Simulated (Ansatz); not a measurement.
TaC (rock salt)

```xyz
2
Lattice="0.0000 2.2379 2.2379 2.2379 0.0000 2.2379 2.2379 2.2379 0.0000" Properties=species:S:1:pos:R:3 pbc="T T T"
C      0.0000     0.0000     0.0000
Ta     2.2379     2.2379     2.2379
```

The slice is a {111} plane (indices of the conventional cell) through the point (0.500, 0.500, 0.500) (fractional), spanned by u = [100] and v = [-1 2 0] in vectors of this cell: u (3.16 Å) and v (5.48 Å, at 90° to u). It covers one period; positions are fractions (u, v).

These are PBE (plane waves to 420 eV, PAW, scalar-relativistic; Ansatz, a quantum-chemistry and plane-wave program) values and carry that method's errors. k mesh 18×18×18. Inside the PAW spheres the values are not all-electron values, and peaks at nuclei hang on which shells count as valence. Spin-orbit coupling is left out, though Ta is heavy. TaC is run without spin polarisation. TaC was relaxed with its symmetry unable to fall.

Question: Predict the map of the electrostatic potential energy of an electron, from the cell's mean on the slice.

Answer: 
```
|xxxxxxxx00006688660000xxxxxx|
|xxxxxxxx00227788772200xxxxxx|
|xxxxxx000055889988550000xxxx|
|0000000044779999997744000000|
|0000225577889999998877552200|
|6666777777776666667777777766|
|9999887755220000002255778899|
|9999774400000000000000447799|
|9988550000xxxxxxxxxx00005588|
|88772200xxxxxxxxxxxxxx002277|
|88660000xxxxxxxxxxxxxx000066|
|77550000xxxxxxxxxxxxxx000055|
|88660000xxxxxxxxxxxxxx000066|
|88772200xxxxxxxxxxxxxx002277|
|9988550000xxxxxxxxxx00005588|
|9999774400000000000000447799|
|9999887755220000002255778899|
|6666777777776666667777777766|
|0000225577889999998877552200|
|0000000044779999997744000000|
|xxxxxx000055889988550000xxxx|
|xxxxxxxx00227788772200xxxxxx|
|xxxxxxxx00006688660000xxxxxx|
|xxxxxxxx00005577550000xxxxxx|
```
Scale: ten equal steps from 4.00 (start of '0') to 12.54 (end of '9'), in the order '0123456789'. Values: electrostatic potential energy of an electron, from the cell's mean, in eV. The map has 14 points along u (two characters each, u = 0 at the left) and 24 along v (v = 0 in the bottom row). Points within 0.9 Å of a nucleus are blanked (x), as the pseudised field means little there. Values under 4 eV are set to 4. The zero, the cell's mean, hangs on the PAW cores.
